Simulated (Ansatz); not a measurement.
# Kick test of a cell of Zr2OF2

The structure comes from a proposed guess, relaxed at this level; another structure or a mixture of phases may lie lower.

The calculation used Ansatz 0.2.0, DFT PBE, scalar-relativistic, plane waves, PAW. Settings: cutoff 420 eV, Γ-centred mesh 12×12×4 on the computed 5-atom cell, Gaussian smearing of 0.10 eV; no spin polarisation.

The cell below (5 atoms, space group P3m1 (No. 156)) is relaxed within its symmetry.

```
CELL_PARAMETERS angstrom
3.47545 0.00000 0.00000
-1.73772 3.00982 0.00000
0.00000 0.00000 7.57610
ATOMIC_POSITIONS crystal
Zr 0.00000 0.00000 0.17502
Zr 0.33333 0.66667 0.50733
O 0.33333 0.66667 0.22921
F 0.66667 0.33333 0.01822
F 0.00000 0.00000 0.68023
```

For the test a repeat of it with 10 atoms (edges 3.48, 6.02, 7.58 Å) was strained at random (σ = 1.5 % a component), the atoms were moved at random (σ = 0.10 Å), and all was relaxed again on a coarse 6×4×4 mesh (in the run’s order of axes) with 0.20 eV smearing, with no symmetry imposed.

Weakly bound directions are ill-defined at this level, which has no dispersion term.

**Question.** Does it come back?

**Answer.** It returns, within 1 meV/atom of the unmoved cell on that mesh and with the same symmetry when read at 0.1 Å (P1 at 0.01 Å, so small strains and shifts remain). No instability shows in this cell; modes of other wave vectors, which need another repeat, aren't tested.
